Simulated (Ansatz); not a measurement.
Values for one crystal, relaxed and computed with the program Ansatz at the PBE level (PAW); other levels are named.

```yaml
volume_per_atom: 5.97 Å³
band_gap: 5.23 eV (indirect)
valence_band_maximum: at Γ
Formation energy from the elements (no fitted shifts): -1.15 eV/atom
Hole effective mass, band 2 of 2 at the edge: 0.36 along x, 1.3 along z (mₑ)
Hole effective mass, band 1 of 2 at the edge: 1.4 along x, 1.3 along z (mₑ)
smallest_direct_gap_on_the_standard_path: 8.24 eV
```

**Question.** Which compound is it?
A. BN, wurtzite
B. CsPbCl3, cubic perovskite
C. HfO2, P4_2/nmc (Hf on 2a, O on 4d)
D. LiCl, rock salt

**Answer.** A, BN, wurtzite

Space group P6_3mc (wurtzite). The cell was relaxed with PBE under the symmetry of its start. The references are the lowest solids computed at this level, not always the standard phases (solids in place of the gases).

Potentials: the later of the program's two PAW sets.
